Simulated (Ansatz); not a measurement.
Given:

Cu:
```
Cu
1.0
   -1.41585     1.41585     1.41585
    1.41585    -1.41585     1.41585
    1.41585     1.41585    -1.41585
Cu
1
Direct
  0.00000   0.00000   0.00000
```

This is the PBEsol-relaxed structure.

All from PBEsol in the plane-wave PAW code Ansatz, unless another level is named. Predict the bulk modulus (Birch–Murnaghan fit).

165 GPa.

Give the elastic constants (relaxed ions, GPa).

C11 = 159, C12 = 170, C44 = 116.

Space group Im-3m (bcc (W type)). The start of the workflow was typed in or built on a structure type; neither database checked (COD, Materials Project) lists it. It is not the phase usual at ambient conditions (space group No. 225). The cell was relaxed with PBEsol under the symmetry of its start. At this level the phase is mechanically unstable. The run is not spin-polarised. As this level gives no gap, shear constants depend on the k-mesh and smearing (Fermi–Dirac, 0.1 eV here).

Potentials: the later of the program's two PAW sets.
